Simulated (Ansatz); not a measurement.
**Ansatz 0.2.0, relaxation: MgInAu4**

Run with:

```bash
ansatz run input.yaml --threads 2 --pin off --max-ram 2560MiB --backend cpu --events-out ev --progress --plain --runs-dir out
```

input.yaml:

```yaml
crystal:
  lattice:
    - [0.0, 3.82094, 3.82094]
    - [3.82094, 0.0, 3.82094]
    - [3.82094, 3.82094, 0.0]
  atoms:
    - { symbol: Au, position: [0.625, 0.625, 0.625] }
    - { symbol: Au, position: [0.125, 0.625, 0.625] }
    - { symbol: Au, position: [0.625, 0.625, 0.125] }
    - { symbol: Au, position: [0.625, 0.125, 0.625] }
    - { symbol: Mg, position: [0.0, 0.0, 0.0] }
    - { symbol: In, position: [0.25, 0.25, 0.25] }
  symmetry: { tolerance: 0.0003 }
kpoints:
  mp_grid: { grid: [6, 6, 6], shift: [0, 0, 0] }
magnetization:
  spin_polarized: false
scf:
  occupations: { method: cold, width: 0.0811 }
  lower_state_search: "off"
hamiltonian:
  pseudopotentials: { kind: paw }
  xc: lda
basis:
  ecutwfc: 420
  fft_grid_basis: typed
relax:
  max_steps: 60
  f_tol: 0.03
output:
  forces: true
  stress: true
  eigenvalues: true
  bader: true
  populations: true
  elf: true
  write_potential: true
  volumetric_format: npy
  dos:
    e_range: [-12, 8]
    de: 0.05
    projected: { site_lists: { Au: [Au], In: [In], Mg: [Mg] } }
  write_density: true
checkpoint:
  read: saved_state
```

Origin of the cell: a known structure type with other elements, at an estimated volume, so it need not be a known compound.

The saved state is a converged single point of the same cell.

Steps:

```json
{"step": "1", "ΔF (meV/atom)": "0.0", "max force component (eV/Å)": "0.062", "SCF iterations": "6", "step was": "accepted"}
{"step": "2", "ΔF (meV/atom)": "0.1", "max force component (eV/Å)": "0.085", "SCF iterations": "5", "step was": "rejected"}
{"step": "3", "ΔF (meV/atom)": "-0.1", "max force component (eV/Å)": "0.000", "SCF iterations": "4", "step was": "accepted"}
```

Step 1, with forces in eV/Å:

```xyz
6
Lattice="0.000 3.821 3.821 3.821 0.000 3.821 3.821 3.821 0.000" Properties=species:S:1:pos:R:3:forces:R:3 pbc="T T T" step=1
Au    4.776    4.776    4.776    0.062    0.062    0.062
Au    4.776    2.866    2.866    0.062   -0.062   -0.062
Au    2.866    2.866    4.776   -0.062   -0.062    0.062
Au    2.866    4.776    2.866   -0.062    0.062   -0.062
Mg    0.000    0.000    0.000    0.000    0.000    0.000
In    1.910    1.910    1.910    0.000    0.000    0.000
```

Step 3, with forces in eV/Å:

```xyz
6
Lattice="0.000 3.821 3.821 3.821 0.000 3.821 3.821 3.821 0.000" Properties=species:S:1:pos:R:3:forces:R:3 pbc="T T T" step=3
Au    4.778    4.778    4.778    0.000    0.000    0.000
Au    4.778    2.864    2.864    0.000    0.000    0.000
Au    2.864    2.864    4.778    0.000    0.000    0.000
Au    2.864    4.778    2.864    0.000    0.000    0.000
Mg    0.000    0.000    0.000    0.000    0.000    0.000
In    1.910    1.910    1.910    0.000    0.000    0.000
```

| Quantity | Value |
| --- | --- |
| Free energy lowered by | 0.1 meV/atom |
| Final pressure | 0.93 GPa |
| Relaxation steps listed | 3 |

Caveats: no moments, though an odd count or open d shells may carry them; no spin-orbit coupling, though heavy elements are present; the SCF threshold is looser than advised for a stress; the relaxation held the start's symmetry, so the end may be a saddle point.

The run took 30 s on 2 threads of AMD EPYC 7B13 (Zen 3), on a shared host, peak memory 0.5 GiB, from a saved density.
